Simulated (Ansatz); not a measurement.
Na$_{2}$Te:
```yaml
crystal:
  lattice:
    - [0.00000, 3.63933, 3.63933]
    - [3.63933, 0.00000, 3.63933]
    - [3.63933, 3.63933, 0.00000]
  atoms:
    - { symbol: Na, position: [0.25000, 0.25000, 0.25000] }
    - { symbol: Na, position: [0.75000, 0.75000, 0.75000] }
    - { symbol: Te, position: [0.00000, 0.00000, 0.00000] }
```

Plane-wave PAW r²SCAN (Ansatz code) gives a gap of 2.67 eV without spin–orbit coupling, maximum at Γ, minimum at Γ.

### Question
What happens when spin–orbit coupling is switched on?

### Answer
The gap decreases by 0.23 eV, to 2.44 eV; maximum at Γ, minimum at Γ.

### Question
How large is the spin–orbit splitting of the valence top at Γ?

### Answer
The fourfold level lies 0.74 eV above the split-off pair.

### Question
Give the electron effective mass with spin–orbit coupling.

### Answer
0.24 mₑ (isotropic).

### Question
Give the hole effective mass with spin–orbit coupling, band 1 of 2 at the edge.

### Answer
1.5 along [100], 2.9 along [110], 3.8 along [111] (mₑ).

### Question
Give the hole effective mass with spin–orbit coupling, band 2 of 2 at the edge.

### Answer
0.41 along [100], 0.36 along [110], 0.35 along [111] (mₑ).

Space group Fm-3m (anti-fluorite). The first step of the workflow began from a Materials Project structure, measured or hypothetical; the Crystallography Open Database files this formula in space group No. 225, but the cells were not matched. Whether it is the stable phase at ambient conditions was not checked. The r²SCAN relaxation kept the symmetry of its start; its stability against distortions is not shown here.

Potentials: the later of the program's two PAW sets.
